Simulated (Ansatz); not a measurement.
**TaO2: pressure against volume**

TaO2, P4_2/mnm, a = 4.951 Å, c = 2.851 Å. The structure is a Materials Project entry; whether it is the stable form wasn't checked. Ansatz: PBEsol, PAW, 420 eV, Γ-centred 8×8×12 mesh on 6 atoms, Gaussian smearing 0.10 eV; no spin polarisation. Shape and atoms are relaxed at each volume; pressure is positive in compression.

| V (Å³/atom) | P (GPa) |
| --- | --- |
| 10.249 | 46.17 |
| 10.598 | 31.67 |
| 10.948 | 19.35 |
| 11.297 | 8.88 |
| 11.646 | -0.01 |
| 11.996 | -7.54 |
| 12.345 | ? |
| 12.811 | -20.78 |

**Question.** Take V0 = 11.646 Å³/atom, count pressures from its P0 = -0.01 GPa, fit the third-order Birch–Murnaghan form to the other rows, and predict the missing pressure.

**Answer.** With the Eulerian strain f = ½[(V0/V)^(2/3) − 1] and y = (P − P0)/[3f(1 + 2f)^(5/2)], the form is the line y = B0 + 1.5 B0 (B0′ − 4) f. Rows (f, y): 0.04446, 279.8; 0.03244, 278.2; 0.02103, 276.8; 0.01025, 274.8; -0.00977, 269.9; -0.03079, 263.6. Means f = 0.01127, y = 273.85; Σ(Δf)² = 0.003858, ΣΔfΔy = 0.8316; the slope is their ratio. y = 271.4 + 215.6 f GPa, so B0 = 271.4 GPa and B0′ = 4 + 2 × (215.6)/(3 × 271.4) = 4.53. At V = 12.345, f = -0.01906, y = 267.29 and P = -13.88 GPa. The run gave -13.89 GPa, so the fit is 0.01 GPa too high, within the rms miss on the fitted rows (0.09 GPa).

Spin–orbit coupling is left out, which can shift energies with elements as heavy as these.